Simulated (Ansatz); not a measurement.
Ta3Sn (A15 (Cr3Si type), Pm-3n) at seven volumes, DFT-PBEsol in the program Ansatz with PAW potentials, scaled uniformly. One row is withheld.

```csv
V (Å³/atom),P (GPa)
16.557,22.17
17.103,13.60
17.649,?
18.195,0.00
18.740,-5.37
19.286,-9.97
19.832,-13.90
```

### Question
Fit the shown pressures and predict the withheld one.

### Answer
Third-order Birch–Murnaghan: P = (3/2)B₀(x^(7/2) − x^(5/2))[1 + (3/4)(B′ − 4)(x − 1)] with x = (V₀/V)^(2/3). Least squares on the six rows gives V₀ = 18.195 Å³/atom, B₀ = 193.1 GPa, B′ = 4.17. At V = 17.649, x = 1.0205 and P = 6.27 GPa. The run itself gave 6.27 GPa.

The workflow started from an entry of the Crystallography Open Database (COD). Its standing as an ambient phase is unchecked. Symmetry was held in the PBEsol relaxation; its stability against distortions is not shown here. No spin polarisation was allowed. Scalar-relativistic: spin–orbit coupling is off unless named, which matters more the heavier the elements.

Potentials: the later of the program's two PAW sets.
